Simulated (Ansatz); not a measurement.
Input and command of a plane-wave DFT calculation in Ansatz:

```yaml
crystal:
  lattice:
    - [4.6295188863, 0.0, 0.0]
    - [-2.3147594432, 4.0092809629, 0.0]
    - [0.0, 0.0, 3.2562378495]
  atoms:
    - { symbol: Cd, position: [0.3333333333, 0.6666666667, 0.5] }
    - { symbol: Cd, position: [0.6666666667, 0.3333333333, 0.5] }
    - { symbol: Ga, position: [0.0, 0.0, 0.0] }
basis:
  ecutwfc: 420
kpoints:
  mp_grid: { grid: [6, 6, 6] }
hamiltonian:
  xc: pbe
scf:
  occupations: { method: gaussian, width: 0.1 }
  lower_state_search: "off"
output:
  forces: true
  stress: true
  eigenvalues: true
relax:
  adjacent_minimum: "off"
  f_tol: 0.04
  max_steps: 70
  cell: { stress_tol: 0.4 }
```

```bash
ansatz run input.yaml --threads 1 --pin off --max-ram 2560MiB --backend cpu --events-out ev --progress --plain --runs-dir out
```

Processor: Arm Neoverse V2, 1 thread, on a host shared with other jobs.

Q: How long does it run, and how much memory does it take?

A: About 16 s on 1 thread of Arm Neoverse V2, on a shared host, peak memory 0.36 GiB. It solves 32 bands at 28 k points (the mesh reduced by the symmetry that the task leaves, which can be less than the crystal's) with about 1361 plane waves (on the last cell), in 31 SCF iterations over 5 ionic steps.
